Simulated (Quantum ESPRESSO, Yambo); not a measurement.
A free-standing SnS2 monolayer (symmetry P-3m1, slab cell 15.9 Å high): one geometry, one set of PBE (stringent potentials; pw.x of Quantum ESPRESSO, ONCV potentials, scalar-relativistic) orbitals, self-energies from Yambo (6×6×1 Γ-centred k mesh, bands 5 to 125 and a 8 Ry block in the screening, 125 bands in G with the Bruneval-Gonze terminator, plasmon pole fitted at 27.2 eV, slab-truncated Coulomb interaction, stochastic integration of W near q = 0).

```json
[
 {"level": "PBE (Quantum ESPRESSO)", "gap (0, 0.167) → M (eV)": "1.62", "direct gap at M (eV)": "1.88"},
 {"level": "exchange only (Hartree-Fock self-energy on PBE orbitals)", "gap (0, 0.167) → M (eV)": "7.62", "direct gap at M (eV)": "8.04"},
 {"level": "G0W0@PBE, plasmon pole", "gap (0, 0.167) → M (eV)": "[?]", "direct gap at M (eV)": "[?]"}
]
```

Q: Fill in the missing entries.

A: 
- G0W0@PBE, plasmon pole, gap (0, 0.167) → M (eV): 3.18
- G0W0@PBE, plasmon pole, direct gap at M (eV): 3.48

Bare exchange has no screening and gives the widest gap.

Nearest settings tried, and what they do to the gap: 70 bands in G: +9 meV; 70 bands in W, 70 bands in G: +62 meV; 5 Ry block (267 vectors against 501): -51 meV. Not varied: mesh, cell height. So the settings aren't converged at that level.

Spin-orbit coupling is not included.

Geometry relaxed with PBEsol; primitive cell a = 3.6469 Å, b = 3.6469 Å, c = 15.9000 Å, α = 90.00°, β = 90.00°, γ = 120.00°.
